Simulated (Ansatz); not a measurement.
MgO:
```yaml
crystal:
  lattice:
    - [0.00000, 2.10743, 2.10743]
    - [2.10743, 0.00000, 2.10743]
    - [2.10743, 2.10743, 0.00000]
  atoms:
    - { symbol: Mg, position: [0.00000, 0.00000, 0.00000] }
    - { symbol: O, position: [0.50000, 0.50000, 0.50000] }
```

Relaxed with PBEsol.

Question: Give the optical modes at the zone centre with their infrared activity from DFPT, plane-wave PAW PBEsol (Ansatz code).

Answer: Transverse frequencies, without the LO–TO term; a row sums one degenerate level.

| ω (cm⁻¹) | degeneracy | IR ((D/Å)²/amu) | activity | symmetry |
|---|---|---|---|---|
| 387 | 3 | 28.14 | IR | T1u |

Question: How high does the top mode go among those that the LO–TO term moves?

Answer: 692 cm⁻¹ for q along x.

Space group Fm-3m (rock salt). The PBEsol relaxation kept the symmetry of its start; phonons on a q-mesh show no instability.

Potentials: the earlier of the program's two PAW sets.
